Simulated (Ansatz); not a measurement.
**Question.** Each is relaxed and computed with LDA in the plane-wave PAW code Ansatz. Which is the only metal?
A) SiO2, P4_12_12 (Si on 4a, O on 8b)
B) YSi2Pt2, I4/mmm (Y on 2a, Si on 4e, Pt on 4d)
C) YOF, P4/nmm (Y on 2c, O on 2b, F on 2a)
D) SiSe2, Ibam (Se on 8j, Si on 4a)

**Answer.** B, YSi2Pt2, I4/mmm (Y on 2a, Si on 4e, Pt on 4d). YSi2Pt2: metal; SiO2: gap 5.55 eV (direct); SiSe2: gap 1.36 eV (indirect); YOF: gap 5.03 eV (indirect). Standing as an ambient phase not checked: YSi2Pt2, I4/mmm (Y on 2a, Si on 4e, Pt on 4d); YOF, P4/nmm (Y on 2c, O on 2b, F on 2a). Weakly bound layers, chains or molecules computed without a dispersion correction, so cells and soft constants are ill determined: SiSe2, Ibam (Se on 8j, Si on 4a). All cells were relaxed under the symmetry of their starts (and spin orders); stability against distortions was not tested throughout. Rows with no word on spin ran without spin polarisation. Spin–orbit coupling is left out wherever it is not named.

Potentials: the later of the program's two PAW sets.
